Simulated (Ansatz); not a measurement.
## Na2SiSnCO7: checking a database structure before trusting its electric field gradients

The cell is a Materials Project structure (computed, not necessarily an observed phase), taken as it stands.

Space group P2_1/m (No. 11); a = 5.3511, b = 6.7050, c = 9.1968 Å, β = 91.26°.

| site | Wyckoff | site symmetry | x | y | z |
| --- | --- | --- | --- | --- | --- |
| Na | 4f | 1 | 0.2407 | 0.9927 | 0.7758 |
| Si | 2e | m | 0.7142 | 0.7500 | 0.5742 |
| Sn | 2e | m | 0.7914 | 0.2500 | 0.6393 |
| C | 2e | m | 0.7263 | 0.2500 | 0.9218 |
| O11 | 2e | m | 0.3141 | 0.7500 | 0.9446 |
| O12 | 2e | m | 0.9495 | 0.2500 | 0.8648 |
| O13 | 2e | m | 0.5396 | 0.2500 | 0.8219 |
| O14 | 4f | 1 | 0.8035 | 0.9463 | 0.6672 |
| O16 | 2e | m | 0.1633 | 0.2500 | 0.5889 |
| O17 | 2e | m | 0.4038 | 0.7500 | 0.5537 |

One atom of each set is listed.

Method: Kohn–Sham DFT in Ansatz, PBE, plane waves and PAW, scalar-relativistic, 420 eV cutoff, Γ-centred 5×4×3 k-points, Fermi–Dirac smearing 0.02 eV.

(1) Do the atoms and the cell lie near the calculated equilibrium?

## Answers

(1) Nearly. The largest force is 0.31 eV/Å, on atom 11 (O: 1 C at 1.25 Å, 2 Na at 2.28 Å), and the pressure is -0.4 GPa. Relaxing the atoms is still advisable, since electric field gradients respond to shifts of a few hundredths of an ångström.
